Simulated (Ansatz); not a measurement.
LaS in the antiNiAs structure

Computed with Ansatz (plane waves, PAW, 420 eV cutoff): PBEsol, scalar-relativistic, no spin polarisation, Γ-centred 8×8×6 mesh, 0.05 eV Gaussian smearing; PAW files: Ansatz's generated set soft_2.

```cif
data_structure
_symmetry_space_group_name_H-M 'P 1'
_symmetry_Int_Tables_number 1
_cell_length_a 4.0411
_cell_length_b 4.0411
_cell_length_c 6.9585
_cell_angle_alpha 90.000
_cell_angle_beta 90.000
_cell_angle_gamma 120.000
_cell_volume 98.41
loop_
_atom_site_label
_atom_site_type_symbol
_atom_site_fract_x
_atom_site_fract_y
_atom_site_fract_z
_atom_site_occupancy
La1 La 0.33333 0.66667 0.25000 1
La2 La 0.66667 0.33333 0.75000 1
S1 S 0.00000 0.00000 0.00000 1
S2 S 0.00000 0.00000 0.50000 1
```

This is a trial structure; measured cells of the compound in the Crystallography Open Database are in space group Fm-3m (rock salt).

The cell above was scaled in volume, and shape and atoms were relaxed at each volume within its symmetry. Energies are counted from the cell above.

Cell and atoms are those of this level's equilibrium.

```
V (Å³/atom)  ΔE (meV/atom)  P (GPa)
      23.62              ?        ?
      24.11            2.7      1.8
      24.60            0.0      0.0
      25.09            2.5     -1.6
      25.59            9.8     -3.1
```

Q: Fill in the withheld row.

A: ΔE (meV/atom): 11.3, P (GPa): 3.8.

Q: What do the points give for the equilibrium volume, the bulk modulus and its pressure derivative (third-order Birch–Murnaghan)?

A: V0 = 24.60 Å³/atom, B0 = 85 GPa, B0′ = 4.2.

B0·V0 = 85.5 GPa × 24.60 Å³ = 13.13 eV/atom sets the scale: near the minimum ΔE ≈ ½ B0 V0 x², with x = V/V0 − 1, and a pressure of 0.9 GPa squeezes the volume by about 1 %. At the ends of the curve: x = −4.0 % predicts 10.5 meV/atom and the run gives 11.3; x = +4.0 % predicts 10.5 meV/atom and the run gives 9.8. Compression costs more and expansion less than the parabola says, since the crystal stiffens as it shrinks; B0′ measures that.

Scalar-relativistic only: spin–orbit splittings of the heavy atoms' levels are missing. The run is a metal.
